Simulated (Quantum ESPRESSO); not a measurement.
## AlGe2N3S (one run as intended and one with a planted mistake)

A calculation, not a measurement. The program is pw.x of Quantum ESPRESSO 7.5 (plane-wave density functional theory). The cell is made up: 7 atoms on a zincblende/diamond lattice with one site empty, with randomly drawn elements, strain and displacements, not relaxed. PseudoDojo standard norm-conserving files (v0.5 for PBE, v0.4.1 for LDA and PBEsol) set the functional; there is no spin polarisation, spin-orbit coupling or dispersion term, and the masses in the input are unused placeholders.

Intended input:

```
&control calculation='scf', pseudo_dir='./dojo.nc.sr.pbe.v0_5.standard.upf', outdir='./o', disk_io='low', tprnfor=.true., tstress=.true. /
&system ibrav=0, nat=7, ntyp=4, nbnd=32, ecutwfc=84.00895049, nosym=.true., tot_charge=0,
 occupations='smearing', smearing='fd', degauss=0.0018374661
/
&electrons conv_thr=7.350e-09, electron_maxstep=60, /
ATOMIC_SPECIES
Al 1.0 Al.upf
Ge 1.0 Ge.upf
N 1.0 N.upf
S 1.0 S.upf
CELL_PARAMETERS angstrom
4.6844 0.0157 -0.0453
0.0157 4.6002 0.0713
-0.0453 0.0713 4.6467
ATOMIC_POSITIONS angstrom
Al -0.0414 2.1905 2.3324
Ge 2.4368 0.0107 2.2384
Ge 2.3792 2.2801 -0.0415
N 1.1422 1.1683 1.2165
S 1.1638 3.4929 3.5871
N 3.4599 1.1392 3.4656
N 3.4912 3.4881 1.1473
K_POINTS automatic
4 4 4 1 1 1
```

The log is shortened where brackets say so; the opening notice, blank lines, dates and the lines on written files are dropped, and the path of the files is cut. It prints rydbergs, bohrs and kilobars, and counts compression as positive stress. Where no state is partly filled, the Fermi energy that it prints is only some level between the filled and the empty states on the mesh, and need not lie in the true gap.

Log of the intended run:

```
     Program PWSCF v.7.5
     Parallel version (MPI & OpenMP), running on       4 processor cores
     Number of MPI processes:                 4
     Threads/MPI process:                     1
     [start-up lines left out]
     bravais-lattice index     =            0
     lattice parameter (alat)  =       8.8527  a.u.
     unit-cell volume          =     675.4952 (a.u.)^3
     number of atoms/cell      =            7
     number of atomic types    =            4
     number of electrons       =        52.00
     number of Kohn-Sham states=           32
     kinetic-energy cutoff     =      84.0090  Ry
     charge density cutoff     =     336.0358  Ry
     scf convergence threshold =      7.3E-09
     mixing beta               =       0.7000
     number of iterations used =            8  plain     mixing
     Exchange-correlation= PBE
                           (   1   4   3   4   0   0   0)
     [axes and pseudopotential details left out]
   Cartesian axes
     site n.     atom                  positions (alat units)
         1        Al     tau(   1) = (  -0.0088374   0.4675914   0.4978819  )
         2        Ge     tau(   2) = (   0.5201674   0.0022841   0.4778163  )
         3        Ge     tau(   3) = (   0.5078720   0.4867177  -0.0088587  )
         4        N      tau(   4) = (   0.2438178   0.2493892   0.2596781  )
         5        S      tau(   5) = (   0.2484286   0.7456061   0.7657143  )
         6        N      tau(   6) = (   0.7385618   0.2431774   0.7397785  )
         7        N      tau(   7) = (   0.7452432   0.7445814   0.2449065  )
     number of k points=    32  Fermi-Dirac smearing, width (Ry)=  0.0018
                       cart. coord. in units 2pi/alat
        k(    1) = (   0.1257999   0.1249227   0.1253303), wk =   0.0625000
        k(    2) = (   0.1282511   0.1210066   0.3774558), wk =   0.0625000
     [further k points left out]
     Dense  grid:    70275 G-vectors     FFT dimensions: (  54,  54,  54)
     Estimated max dynamical RAM per process >     121.20 MB
     Estimated total dynamical RAM >     433.35 MB
     Initial potential from superposition of free atoms
     starting charge      51.9959, renormalised to      52.0000
     Starting wfcs are   38 randomized atomic wfcs
     total cpu time spent up to now is        1.2 secs
     per-process dynamical memory:    87.9 Mb
     Self-consistent Calculation
     iteration #  1     ecut=    84.01 Ry     beta= 0.70
     Davidson diagonalization with overlap
     ethr =  1.00E-02,  avg # of iterations =  3.1
     total cpu time spent up to now is        2.8 secs
     total energy              =    -445.12080186 Ry
     estimated scf accuracy    <       1.89676382 Ry
     iteration #  2     ecut=    84.01 Ry     beta= 0.70
     Davidson diagonalization with overlap
     ethr =  3.65E-03,  avg # of iterations =  4.2
     total cpu time spent up to now is        4.4 secs
     total energy              =    -445.11360081 Ry
     estimated scf accuracy    <       4.93760203 Ry
     [iterations 3 to 10 left out]
     iteration # 11     ecut=    84.01 Ry     beta= 0.70
     Davidson diagonalization with overlap
     ethr =  2.61E-09,  avg # of iterations =  2.0
     total cpu time spent up to now is       16.5 secs
     total energy              =    -446.08322020 Ry
     estimated scf accuracy    <       0.00000014 Ry
     iteration # 12     ecut=    84.01 Ry     beta= 0.70
     Davidson diagonalization with overlap
     ethr =  2.76E-10,  avg # of iterations =  3.0
     total cpu time spent up to now is       17.8 secs
     End of self-consistent calculation
     [lines on levels left out]
     the Fermi energy is     8.5095 ev
!    total energy              =    -446.08322024 Ry
     estimated scf accuracy    <          4.1E-09 Ry
     smearing contrib. (-TS)   =      -0.00000000 Ry
     internal energy E=F+TS    =    -446.08322024 Ry
     The total energy is F=E-TS. E is the sum of the following terms:
     one-electron contribution =    -222.21097996 Ry
     hartree contribution      =     143.75285467 Ry
     xc contribution           =    -114.08314642 Ry
     ewald contribution        =    -253.54194853 Ry
     convergence has been achieved in  12 iterations
     Forces acting on atoms (cartesian axes, Ry/au):
     atom    1 type  1   force =    -0.07954539   -0.05572398   -0.08560223
     atom    2 type  2   force =     0.05415988    0.11302921   -0.11118273
     atom    3 type  2   force =     0.19598884   -0.22704905    0.22920332
     atom    4 type  3   force =     0.06547733    0.01273264    0.00484970
     atom    5 type  4   force =    -0.22496287    0.17530139   -0.04163466
     atom    6 type  3   force =    -0.00803968    0.03928124   -0.02818964
     atom    7 type  3   force =    -0.00307811   -0.05757144    0.03255624
     Total force =     0.530716     Total SCF correction =     0.000148
     Computing stress (Cartesian axis) and pressure
          total   stress  (Ry/bohr**3)                   (kbar)     P=        2.03
   0.00026477  -0.00003361   0.00069118           38.95       -4.94      101.68
  -0.00003361  -0.00002999  -0.00084688           -4.94       -4.41     -124.58
   0.00069118  -0.00084688  -0.00019334          101.68     -124.58      -28.44
     init_run     :      1.10s CPU      1.13s WALL (       1 calls)
     electrons    :     16.55s CPU     16.63s WALL (       1 calls)
     forces       :      0.24s CPU      0.25s WALL (       1 calls)
     stress       :      0.78s CPU      0.78s WALL (       1 calls)
     [timing details left out]
     PWSCF        :     18.74s CPU     18.88s WALL
     JOB DONE.
```

A second run has one planted mistake: the plane-wave cutoff is too low. The input lines that differ, file-writing options aside:

```
- &system ibrav=0, nat=7, ntyp=4, nbnd=32, ecutwfc=84.00895049, nosym=.true., tot_charge=0,
+ &system ibrav=0, nat=7, ntyp=4, nbnd=32, ecutwfc=58.06392904, nosym=.true., tot_charge=0,
```

Its log:

```
     Program PWSCF v.7.5
     Parallel version (MPI & OpenMP), running on       4 processor cores
     Number of MPI processes:                 4
     Threads/MPI process:                     1
     [start-up lines left out]
     bravais-lattice index     =            0
     lattice parameter (alat)  =       8.8527  a.u.
     unit-cell volume          =     675.4952 (a.u.)^3
     number of atoms/cell      =            7
     number of atomic types    =            4
     number of electrons       =        52.00
     number of Kohn-Sham states=           32
     kinetic-energy cutoff     =      58.0639  Ry
     charge density cutoff     =     232.2557  Ry
     scf convergence threshold =      7.3E-09
     mixing beta               =       0.7000
     number of iterations used =            8  plain     mixing
     Exchange-correlation= PBE
                           (   1   4   3   4   0   0   0)
     [axes and pseudopotential details left out]
   Cartesian axes
     site n.     atom                  positions (alat units)
         1        Al     tau(   1) = (  -0.0088374   0.4675914   0.4978819  )
         2        Ge     tau(   2) = (   0.5201674   0.0022841   0.4778163  )
         3        Ge     tau(   3) = (   0.5078720   0.4867177  -0.0088587  )
         4        N      tau(   4) = (   0.2438178   0.2493892   0.2596781  )
         5        S      tau(   5) = (   0.2484286   0.7456061   0.7657143  )
         6        N      tau(   6) = (   0.7385618   0.2431774   0.7397785  )
         7        N      tau(   7) = (   0.7452432   0.7445814   0.2449065  )
     number of k points=    32  Fermi-Dirac smearing, width (Ry)=  0.0018
                       cart. coord. in units 2pi/alat
        k(    1) = (   0.1257999   0.1249227   0.1253303), wk =   0.0625000
        k(    2) = (   0.1282511   0.1210066   0.3774558), wk =   0.0625000
     [further k points left out]
     Dense  grid:    40363 G-vectors     FFT dimensions: (  45,  45,  45)
     Estimated max dynamical RAM per process >      71.29 MB
     Estimated total dynamical RAM >     255.61 MB
     Initial potential from superposition of free atoms
     starting charge      51.9959, renormalised to      52.0000
     Starting wfcs are   38 randomized atomic wfcs
     total cpu time spent up to now is        0.8 secs
     per-process dynamical memory:    53.9 Mb
     Self-consistent Calculation
     iteration #  1     ecut=    58.06 Ry     beta= 0.70
     Davidson diagonalization with overlap
     ethr =  1.00E-02,  avg # of iterations =  3.1
     total cpu time spent up to now is        1.8 secs
     total energy              =    -444.99839842 Ry
     estimated scf accuracy    <       1.87458961 Ry
     iteration #  2     ecut=    58.06 Ry     beta= 0.70
     Davidson diagonalization with overlap
     ethr =  3.60E-03,  avg # of iterations =  4.2
     total cpu time spent up to now is        2.8 secs
     total energy              =    -444.99278824 Ry
     estimated scf accuracy    <       4.83573655 Ry
     [iterations 3 to 10 left out]
     iteration # 11     ecut=    58.06 Ry     beta= 0.70
     Davidson diagonalization with overlap
     ethr =  2.20E-09,  avg # of iterations =  2.0
     total cpu time spent up to now is       10.3 secs
     total energy              =    -445.94581999 Ry
     estimated scf accuracy    <       0.00000011 Ry
     iteration # 12     ecut=    58.06 Ry     beta= 0.70
     Davidson diagonalization with overlap
     ethr =  2.16E-10,  avg # of iterations =  3.1
     total cpu time spent up to now is       11.1 secs
     End of self-consistent calculation
     [lines on levels left out]
     the Fermi energy is     8.4908 ev
!    total energy              =    -445.94582002 Ry
     estimated scf accuracy    <          4.7E-09 Ry
     smearing contrib. (-TS)   =      -0.00000000 Ry
     internal energy E=F+TS    =    -445.94582002 Ry
     The total energy is F=E-TS. E is the sum of the following terms:
     one-electron contribution =    -221.87887736 Ry
     hartree contribution      =     143.46527642 Ry
     xc contribution           =    -113.99027054 Ry
     ewald contribution        =    -253.54194854 Ry
     convergence has been achieved in  12 iterations
     Forces acting on atoms (cartesian axes, Ry/au):
     atom    1 type  1   force =    -0.07943556   -0.05561875   -0.08553775
     atom    2 type  2   force =     0.05410462    0.11227994   -0.11098539
     atom    3 type  2   force =     0.19534888   -0.22715781    0.22913150
     atom    4 type  3   force =     0.06392060    0.01304926    0.00426207
     atom    5 type  4   force =    -0.22577974    0.17560353   -0.04179700
     atom    6 type  3   force =    -0.00648167    0.03912657   -0.02762695
     atom    7 type  3   force =    -0.00167714   -0.05728275    0.03255352
     Total force =     0.530424     Total SCF correction =     0.000143
     Computing stress (Cartesian axis) and pressure
          total   stress  (Ry/bohr**3)                   (kbar)     P=     -293.87
  -0.00174309  -0.00003237   0.00069257         -256.42       -4.76      101.88
  -0.00003237  -0.00204240  -0.00084635           -4.76     -300.45     -124.50
   0.00069257  -0.00084635  -0.00220756          101.88     -124.50     -324.74
     init_run     :      0.73s CPU      0.75s WALL (       1 calls)
     electrons    :     10.23s CPU     10.27s WALL (       1 calls)
     forces       :      0.13s CPU      0.14s WALL (       1 calls)
     stress       :      0.42s CPU      0.42s WALL (       1 calls)
     [timing details left out]
     PWSCF        :     11.58s CPU     11.65s WALL
     JOB DONE.
```

|  | intended run | run with the mistake |
| --- | --- | --- |
| free energy (eV) | -6069.271 | -6067.402 |
| smearing term -TS (eV) | 0.0000 | 0.0000 |
| pressure (GPa) | 0.20 | -29.39 |
| largest force component (eV/Å) | 5.893 | 5.891 |
| largest change of a force component (eV/Å) |  | 0.040 |
| iterations | 12 | 12 |

For scale, a rerun of the intended cell at 1437 eV and a 6 x 6 x 6 mesh moved values by no more than 0.004 eV in energy, 0.02 GPa in stress and 0.002 eV/Å in force.